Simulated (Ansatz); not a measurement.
Ansatz 0.2.0, settings compared: Ca2VO2

Launch command:

```bash
ansatz run input.yaml --threads 1 --pin off --max-ram 2560MiB --backend cpu --events-out ev --progress --plain --runs-dir out
```

The input file (Ansatz 0.2.0, plane waves):

```yaml
crystal:
  lattice:
    - [2.94095272, 0.0, 0.0]
    - [1.47047636, -5.28745773, 0.0]
    - [0.0, 0.0, -8.63513751]
  atoms:
    - { symbol: V, position: [0.1219, 0.7562, 0.0] }
    - { symbol: V, position: [0.8781, 0.2438, 0.5] }
    - { symbol: Ca, position: [0.3944, 0.2112, 0.1526] }
    - { symbol: Ca, position: [0.6056, 0.7888, 0.6526] }
    - { symbol: Ca, position: [0.1479, 0.7042, 0.3306] }
    - { symbol: Ca, position: [0.8521, 0.2958, 0.8306] }
    - { symbol: O, position: [0.4799, 0.0402, 0.4099] }
    - { symbol: O, position: [0.5201, 0.9598, 0.9099] }
    - { symbol: O, position: [0.2795, 0.441, 0.5922] }
    - { symbol: O, position: [0.7205, 0.559, 0.0922] }
  symmetry: { tolerance: 0.0003 }
kpoints:
  mp_grid: { grid: [6, 6, 2], shift: [0, 0, 0] }
magnetization:
  spin_polarized: false
scf:
  occupations: { method: fermi_dirac }
hamiltonian:
  pseudopotentials: { kind: paw }
  xc: r2scan
basis:
  ecutwfc: 500
output:
  forces: true
  stress: true
  eigenvalues: true
```

Origin of the cell: a known structure type with other elements, at an estimated volume, so it need not be a known compound.

The smearing width isn't typed, so it takes its default of 0.1 eV.

Output of this run (shortened):

```
Pseudopotentials: kind: paw
Pseudopotential: V, paw, valence charge 13, recommended cutoff 500 eV (meta_gga), V.paw.azcp
Pseudopotential: Ca, paw, valence charge 10, recommended cutoff 500 eV (meta_gga), Ca.paw.azcp
Pseudopotential: O, paw, valence charge 6, recommended cutoff 500 eV (meta_gga), O.paw.azcp
Functional definition: r2SCAN
  exchange = r2scan_x(k0 = k0, k1 = k1, a1 = a1)
  correlation = r2scan_c
Crystal: 10 atoms, lattice volume = 134.278 Å³
Basis set: ecut = 500 eV, 3397 PW (Γ), exchange–correlation on 96×180×256 points (64 copies of the dense FFT grid, shifted against one another)
Bands: 55, of which v1, the nominal top of the filled ones, is band 45 counted from 1 (44 counted from 0)
Symmetry: 4 space group operations
[… 11 lines left out …]
Initial density: superposition of atomic densities (neutral atoms: chi_scale 0, normalization atom), corrected by the library's trained network
Functional: x = r2scan, c = r2scan; τ floored in thin density (d = 2e-4 eV/Å³)
SCF iter   1: F=—  HF=-15400.518895 eV  Δρ=1.94e-2  dr2=5.32e-1  dr2_τ=3.55e-1
SCF iter   2: F=—  HF=-15401.135961 eV  Δρ=2.44e-2  dr2=1.27e0  dr2_τ=4.25e-2  recentre
SCF iter   3: F=—  HF=-15401.075674 eV  Δρ=1.01e-2  dr2=1.35e-1  dr2_τ=3.23e-3
SCF iter   4: F=—  HF=-15401.059231 eV  Δρ=4.15e-3  dr2=1.40e-2  dr2_τ=1.55e-3
SCF iter   5: F=—  HF=-15401.060506 eV  Δρ=2.25e-3  dr2=9.83e-3  dr2_τ=8.19e-4
SCF iter   6: F=—  HF=-15401.060062 eV  Δρ=7.72e-4  dr2=8.30e-4  dr2_τ=3.88e-5
SCF iter   7: F=—  HF=-15401.060256 eV  Δρ=3.71e-4  dr2=2.27e-4  dr2_τ=1.35e-5
SCF iter   8: F=—  HF=-15401.060244 eV  Δρ=1.08e-4  dr2=1.88e-5  dr2_τ=8.69e-7
SCF iter   9: F=—  HF=-15401.060341 eV  Δρ=3.83e-5  dr2=2.59e-6  dr2_τ=1.02e-7
SCF iter  10: F=—  HF=-15401.060342 eV  Δρ=2.39e-5  dr2=1.17e-6  dr2_τ=3.26e-8
SCF iter  11: F=-15401.060342 eV  HF=-15401.060342 eV  Δρ=4.56e-6  dr2=2.81e-8  dr2_τ=1.77e-9
SCF 1 converged in 11 iterations: F = -15401.060342 eV  dr2 = 2.81e-8
SCF converged after 11 iterations
Free energy (F): -15401.060342 eV
Harris-Foulkes:  -15401.060342 eV  (|F-HF|=4.17e-10)
Internal energy: -15400.761771 eV  (E = F + TS)
E sigma→0 (E₀):  -15400.911056 eV
Entropy (-TS):   -0.298571 eV (-29.857 meV/atom)
Fermi energy:    13.390922 eV
--- Per-component energies (eV) ---
  E_band       = -796.313504
  E_kinetic    = 2516.164901
  E_local      = -6090.370453  (includes V_loc(G=0)·N_el)
  E_nonlocal   = 356.700855
  E_hartree    = 2352.433103
  E_xc         = -1101.240450
  E_vxc        = -1577.109397  (∫ρ·V_xc dr)
  E_paw        = -6339.919548  (= ΣΔE_a)
  E_vpaw       = -804.919097  (= ΣTr[D̂ρ^β])
  E_aug_tail   = 0.004449  (compensation charges beyond the density's cutoff)
  E_vtau       = 98.347603  (kinetic-family band-sum trace: ∫τ·v_τ [+ j·A + Jᵃ·Aᵃ] dr)
  E_ewald      = -7092.992642
  E_core_change = -1.541987  (= ΣΔE_core)
  E_smearing   = -0.298571  (= −TS)
  Σ components = -15401.060342   (vs F -15401.060342, Δ=0.00e0)
--- Forces (eV/Å), atoms counted from 1 ---
  atom   1  V      0.000000    -0.087143     0.899688
[… 4 lines left out …]
  atom   6  Ca    -0.000000     0.694362     0.160678
  atom   7  O     -0.000000     1.676782     0.307978
  atom   8  O      0.000000    -1.676782     0.307978
  atom   9  O      0.000000    -1.275234    -0.704643
  atom  10  O     -0.000000     1.275234    -0.704643
  max |Σ_I F_I| component: 2.60e-5 eV/Å
--- Stress (GPa, compression-positive) ---
       10.857748      -0.000000      -0.000000
       -0.000000       3.644405      -0.000000
       -0.000000      -0.000000       7.188541
  P = ⅓ Tr σ = 7.2302 GPa (72.302 kbar)
```

The same input was run again with these changes:

1. `scf.occupations.method` fermi_dirac → tetrahedron_uncorrected; `total_charge` default → 1
2. `kpoints.mp_grid.grid` [6, 6, 2] → [9, 9, 3]; `hamiltonian.hubbard` default → { sites: [{ species: V, l: d, u_eff: 8.0 }], double_counting: fll }
3. `hamiltonian.xc` r2scan → revpbe
4. `scf.occupations.method` fermi_dirac → tetrahedron_uncorrected

| run | end | SCF iterations | P (GPa) | max force component (eV/Å) | moment (μB) | ΔE(σ→0) (meV/atom) |
| --- | --- | --- | --- | --- | --- | --- |
| base | converged | 11 | 7.23 | 1.677 | – | 0 |
| 1 | converged | 12 | – | 1.400 | – | – |
| 2 | converged | 25 | 17.51 | 2.134 | – | – |
| 3 | converged | 8 | 12.59 | 1.740 | – | – |
| 4 | converged | 11 | 7.02 | 1.741 | – | 3.37 |

Energies are compared only where functional, datasets, charge and starting cell are the same.

Caveats of the base run: no spin polarisation, so a magnetic state may lie lower; the k mesh is coarse if the cell is a metal.

Run 1: charged cell with a uniform background, whose pressure depends on convention.
Run 3: forces of this functional can be a tenth off on datasets made under PBE.

Time of the base run: 29 s on 1 thread of Intel(R) Xeon(R) Platinum 8488C (Sapphire Rapids), with other jobs on the host, peak memory 0.75 GiB, from the program's own first density.
